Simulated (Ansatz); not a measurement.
## HfOs₃ in the AuCu3-type structure

The computed numbers are results of PBEsol, scalar-relativistic (no spin polarisation) in the plane-wave PAW code Ansatz at 420 eV, 8×8×8 k-mesh, Gaussian smearing of 0.05 eV; PAW files: Ansatz's generated set soft_2.

```yaml
crystal:
  lattice:
    - [3.93382, 0.00000, 0.00000]
    - [0.00000, 3.93382, 0.00000]
    - [0.00000, 0.00000, 3.93382]
  atoms:
    - { symbol: Hf, position: [0.00000, 0.00000, 0.00000] }
    - { symbol: Os, position: [0.00000, 0.50000, 0.50000] }
    - { symbol: Os, position: [0.50000, 0.50000, 0.00000] }
    - { symbol: Os, position: [0.50000, 0.00000, 0.50000] }
```

The cell came from substitution into a structure type; whether the compound takes it is for experiment to say.

The cell above was scaled in volume, its shape and atoms being fixed by the lattice's symmetry. Energies are counted from the cell above.

The cell is relaxed to zero pressure at this level.

```json
{"V (Å³/atom)": "14.61", "ΔE (meV/atom)": "25.4", "P (GPa)": "13.9"}
{"V (Å³/atom)": "14.91", "ΔE (meV/atom)": "6.1", "P (GPa)": "6.6"}
{"V (Å³/atom)": "15.22", "ΔE (meV/atom)": "0.0", "P (GPa)": "0.0"}
{"V (Å³/atom)": "15.52", "ΔE (meV/atom)": "5.7", "P (GPa)": "-5.9"}
{"V (Å³/atom)": "15.83", "ΔE (meV/atom)": "22.0", "P (GPa)": "-11.2"}
```

(1) What do the points give for the equilibrium volume, the bulk modulus and its pressure derivative (third-order Birch–Murnaghan)?

Answer:

(1) V0 = 15.22 Å³/atom, B0 = 311 GPa, B0′ = 4.5.

B0·V0 = 311.0 GPa × 15.22 Å³ = 29.54 eV/atom sets the scale: near the minimum ΔE ≈ ½ B0 V0 x², with x = V/V0 − 1, and a pressure of 3.1 GPa squeezes the volume by about 1 %. At the ends of the curve: x = −4.0 % predicts 23.6 meV/atom and the run gives 25.4; x = +4.0 % predicts 23.7 meV/atom and the run gives 22.0. Compression costs more and expansion less than the parabola says, since the crystal stiffens as it shrinks; B0′ measures that.

No spin–orbit coupling, a notable omission for heavy elements. The run is a metal.
